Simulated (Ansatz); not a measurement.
## V₃MoS₈ (P3m1) at 2 levels of theory

One geometry, relaxed with PBE; plane waves with PAW potentials in Ansatz, scalar-relativistic. Collinear spin, ending at 0.9 μB a primitive cell. Gaps are the least over mesh and band path; pressure is positive in compression.

```cif
data_structure
_symmetry_space_group_name_H-M 'P 1'
_symmetry_Int_Tables_number 1
_cell_length_a 3.1820
_cell_length_b 3.1820
_cell_length_c 27.6560
_cell_angle_alpha 90.000
_cell_angle_beta 90.000
_cell_angle_gamma 120.000
_cell_volume 242.50
loop_
_atom_site_label
_atom_site_type_symbol
_atom_site_fract_x
_atom_site_fract_y
_atom_site_fract_z
_atom_site_occupancy
V1 V 0.33333 0.66667 0.00097 1
V2 V 0.66667 0.33333 0.24741 1
V3 V 0.66667 0.33333 0.75160 1
Mo1 Mo 0.33333 0.66667 0.50003 1
S1 S 0.33333 0.66667 0.19364 1
S2 S 0.33333 0.66667 0.69781 1
S3 S 0.66667 0.33333 0.94714 1
S4 S 0.66667 0.33333 0.44351 1
S5 S 0.33333 0.66667 0.30122 1
S6 S 0.33333 0.66667 0.80540 1
S7 S 0.66667 0.33333 0.05474 1
S8 S 0.66667 0.33333 0.55653 1
```

```json
{"level": "PBE", "cutoff (eV)": "420", "k mesh": "12×12×2", "gap (eV)": "0", "pressure (GPa)": "0.0", "largest moment (μB)": "0.78"}
```

Q: What comes out on the same cell with r2SCAN?

A:
```tsv
level	cutoff (eV)	k mesh	gap (eV)	pressure (GPa)	largest moment (μB)
r2SCAN	500	12×12×2	0.24	-0.6	0.94
```

The state reached may not be the lowest one. The cell holds layers, chains or molecules and no dispersion correction was added, so their binding is poorly described.

The cell was found from a structure generator's guess, not taken from experiment.
